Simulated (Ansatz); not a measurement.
Energy and pressure of TlCuO$_{2}$ against volume, without spin

The calculation used Ansatz 0.2.0, DFT PBEsol, scalar-relativistic, plane waves, PAW.

```
CELL_PARAMETERS angstrom
1.80301 1.04097 6.02480
-1.80301 1.04097 6.02480
0.00000 -2.08194 6.02480
ATOMIC_POSITIONS crystal
Tl 0.00000 0.00000 0.00000
Cu 0.50000 0.50000 0.50000
O 0.39704 0.39704 0.39704
O 0.60296 0.60296 0.60296
```

```json
{"plane-wave cutoff": "420 eV", "Γ-centred k-mesh": "15×15×15", "occupation rule": "Gaussian smearing, 0.1 eV", "spin treatment": "unpolarised"}
```

The cell is scaled evenly at fixed fractional positions, V₀ being the volume of the cell shown; start: no spin polarisation. Energies are extrapolated to zero smearing. A spin-polarised state can lie lower, at larger volumes above all.

```json
{"V/V₀": "1.000", "E above lowest (meV/atom)": "0.0", "P (GPa)": "-9.2"}
{"V/V₀": "1.057", "E above lowest (meV/atom)": "64.8", "P (GPa)": "-12.2"}
{"V/V₀": "1.132", "E above lowest (meV/atom)": "173.0", "P (GPa)": "-14.6"}
{"V/V₀": "1.226", "E above lowest (meV/atom)": "327.5", "P (GPa)": "-16.1"}
```